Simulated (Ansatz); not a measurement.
## TiGe: relaxed-ion elastic tensor

The calculation used Ansatz, DFT PBEsol, scalar-relativistic, plane waves, PAW. Plane waves to 420 eV; Γ-centred k mesh 10×10×10; Fermi-Dirac smearing of 0.15 eV. No spin polarisation.

The cell is fixed (symmetry leaves no force on the atoms) and stands under 0.0 GPa:
```
Ti Ge
1.0
     0.00000    2.88010    2.88010
     2.88010    0.00000    2.88010
     2.88010    2.88010    0.00000
Ti Ge
1 1
Direct
  0.00000 0.00000 0.00000
  0.25000 0.25000 0.25000
```

The cell is the ideal cubic zincblende prototype; whether it is the stable structure of this composition wasn't checked.

(1) Give the relaxed-ion elastic constants (GPa, Voigt order xx yy zz yz xz xy, on the axes of the cell above).

(2) Is the crystal stable against homogeneous strain?

Answers

(1)
C11 = 54.7, C12 = 71.6, C13 = 71.6, C22 = 54.7, C23 = 71.6, C33 = 54.7, C44 = -17.5, C55 = -17.5, C66 = -17.5 GPa; the others vanish.

(2) No: the tensor has an eigenvalue of -17.5 GPa, so some strain lowers the energy.

Cost: 1 run of about 3.8 core-minutes, on Arm Neoverse V1 (shared hosts).